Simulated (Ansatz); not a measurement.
**Ga3As2P: computed properties**

Computed with DFT PBE, scalar-relativistic, plane waves, PAW in Ansatz.

Settings: cutoff 420 eV, Γ-centred mesh 12×12×4 on the computed 6-atom cell, Gaussian smearing of 0.02 eV; no spin polarisation.

The structure is relaxed at this level of theory with its symmetry kept, and needn't be the ground state of this composition.

```
CELL_PARAMETERS angstrom
4.00495 0.00000 0.00000
-2.00247 3.46838 0.00000
0.00000 0.00000 9.81517
ATOMIC_POSITIONS crystal
Ga 0.00000 0.00000 0.99342
Ga 0.33333 0.66667 0.67337
Ga 0.66667 0.33333 0.33351
P 0.33333 0.66667 0.91666
As 0.66667 0.33333 0.58627
As 0.00000 0.00000 0.24676
```

| Quantity | Value |
| --- | --- |
| Space group | P3m1 (No. 156) |
| Volume per atom | 22.72 Å³ |
| Formation energy from the elements' standard states (uncorrected) | -0.370 eV/atom |
| Kohn–Sham band gap | 0.52 eV, direct at Γ |
| Orbital (Löwdin) character of the top 1 eV of the valence band | As 4p 60 %, Ga 4p 21 %, P 3p 16 % |
| Orbital (Löwdin) character of the lowest 1 eV of the conduction band | Ga 4s 30 %, Ga 4p 25 %, P 3p 10 %, P 3s 10 %, As 4s 10 %, As 4p 9 %, unprojected 5 % |
| Electron masses at the edge by direction of the standard setting (m_e; one valley, along these axes only; no spin-orbit coupling) | x: 0.039; y: 0.039; z: 0.043 |
| Hole masses at the edge by direction of the standard setting (m_e; one valley, along these axes only; no spin-orbit coupling) | x: 0.53, 0.035; y: 0.53, 0.035; z: 0.95, 0.95 |
| Bader charge by site (e) | Ga (1 in the cell) 0.80, Ga (1 in the cell) 0.71, Ga (1 in the cell) 0.68, P (1 in the cell) -0.82, As (1 in the cell) -0.68, As (1 in the cell) -0.68 |

The cell was found from a structure generator's guess, not taken from experiment. Kohn–Sham gaps at this level usually fall short of measured ones. Löwdin shares on free-atom orbitals overweight diffuse shells in the empty bands.
